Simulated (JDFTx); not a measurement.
System: TiSi2(001) (Cmcm bulk; lattice of mp-1077503, not re-optimised at this level), 1x1 cell of 12 atoms in 4 planes (Si/Ti outermost, slab composition Ti4Si8), area 23.86 Å² a face, 5.6 Å between the outermost planes in a cell 21.3 Å high; k mesh 6×6×1, Fermi width 0.01 Ha, no spin polarisation. Whether this polymorph is the ambient one wasn't checked. Neither spin polarisation nor a larger cell was tried.

Method: PBE, GBRV ultrasoft potentials, plane waves to 20/100 Ha, in a modified build of JDFTx. Liquid: CANDLE, water, 1 M KCl; nuclei fixed. Potentials are counted from the potential of zero charge; σ repeats to about 1 %.

```tsv
U − U_pzc (V)	σ (μC/cm², per face)
0.16	2.10
0.30	4.00
0.51	6.85
0.71	withheld
0.91	12.60
```

Question: Fit σ = C₀x + bx² (x = U − U_pzc) to the other rows by least squares, predict the withheld value, and compare with the run.

Answer: The fit gives C₀ (μF/cm²) = 13.0, b (μF/cm²/V) = 0.944, with a root-mean-square miss of 0.01 μC/cm² on its own rows. It predicts 9.7 μC/cm²; the run gives 9.7 μC/cm², the same to these digits.
